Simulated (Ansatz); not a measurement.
Si$_{2}$W:
```xyz
3
Lattice="-1.6056 1.6056 3.9024 1.6056 -1.6056 3.9024 1.6056 1.6056 -3.9024" Properties=species:S:1:pos:R:3 pbc="T T T"
W      0.0000     0.0000     0.0000
Si     0.0000     0.0000     2.6131
Si     0.0000     0.0000     5.1917
```

Relaxed with r²SCAN. Special points in fractions of this cell's reciprocal vectors: Γ (0.000, 0.000, 0.000); X (0.000, 0.000, 0.500); P (0.250, 0.250, 0.250); N (0.000, 0.500, 0.000); M (0.500, 0.500, -0.500); S (0.292, 0.708, -0.292); S0 (-0.292, 0.292, 0.292); R (-0.085, 0.085, 0.500); G (0.500, 0.500, -0.085).

Task: List the band energies nearest the Fermi level at these points for r²SCAN with spin–orbit coupling (plane waves, PAW; program Ansatz).

Result: In eV from the Fermi level; about four levels below and three above (degenerate sets whole), none deeper than 8.9 eV; points with the same levels are listed once.

```csv
k,below,above
Γ,-3.19 -3.19 -3.02 -3.02,0.56 0.56 2.60 2.60
X,-3.54 -3.54 -2.10 -2.10,2.97 2.97 3.16 3.16
P,-2.82 -2.82 -2.55 -2.55,0.23 0.23 3.17 3.17
N,-2.93 -2.93 -0.54 -0.54,2.86 2.86 2.93 2.93
M,-0.70 -0.70 -0.49 -0.49,0.78 0.78 4.85 4.85
S,-2.69 -2.69 -0.42 -0.42,1.90 1.90 2.67 2.67
R,-3.39 -3.39 -2.61 -2.61,2.05 2.05 2.36 2.36
```

Space group I4/mmm (MoSi2 or CaC2 type). Symmetry was held in the r²SCAN relaxation; of distortions, only those at the zone centre were tested. The run is not spin-polarised.

Potentials: the later of the program's two PAW sets.
